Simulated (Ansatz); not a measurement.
**135Ba nuclear quadrupole resonance in Ba₂Mg₃Al**

Cell: a measured structure from the Crystallography Open Database (COD), ions relaxed with PBE at fixed cell.

Space group P6_3/mmc (No. 194); a = 6.2889, c = 20.6050 Å, γ = 120.00°.

| site | Wyckoff | site symmetry | x | y | z |
| --- | --- | --- | --- | --- | --- |
| Ba1 | 4e | 3m. | 0.0000 | 0.0000 | 0.4001 |
| Ba5 | 4f | 3m. | 0.3333 | 0.6667 | 0.3463 |
| Mg9 | 6h | mm2 | 0.3459 | 0.1729 | 0.2500 |
| Mg15 | 6g | .2/m. | 0.0000 | 0.5000 | 0.5000 |
| Al | 4f | 3m. | 0.3333 | 0.6667 | 0.6271 |

One atom of each set is listed.

The numbers come from a DFT calculation in Ansatz (r2SCAN, plane waves and PAW, scalar-relativistic, 500 eV cutoff, Γ-centred 6×6×2 k-points, Fermi–Dirac smearing 0.05 eV).

135Ba: I = 3/2, Q = 153.0 mb (year-2017 value). Static lattice, zero field.

Q: Predict the zero-field 135Ba lines of each site.

A: For I = 3/2 there is one line, ν = (|C_Q|/2)(1 + η²/3)^½.

```tsv
site	atoms	V_zz (10²¹ V/m²)	C_Q (MHz)	η	line frequencies (MHz)
Ba1	4	1.25	4.64	0.00	2.32
Ba5	4	-2.22	-8.23	0.00	4.11
```

Q: And for 137Ba (I = 3/2, Q = 236.0 mb) on Ba5?

A: C_Q scales with Q to -12.7 MHz, with lines at 6.34 MHz.

An axis of threefold or higher order runs through Ba1 and Ba5, so V_zz lies along it and η is zero.

With no gap above 0.1 eV, as in a metal, the gradients converge slowly in k; expect changes of a tenth or more on a denser mesh. Without spin–orbit coupling (the program notes it for Ba) the gradients can shift somewhat, as the gap is small.
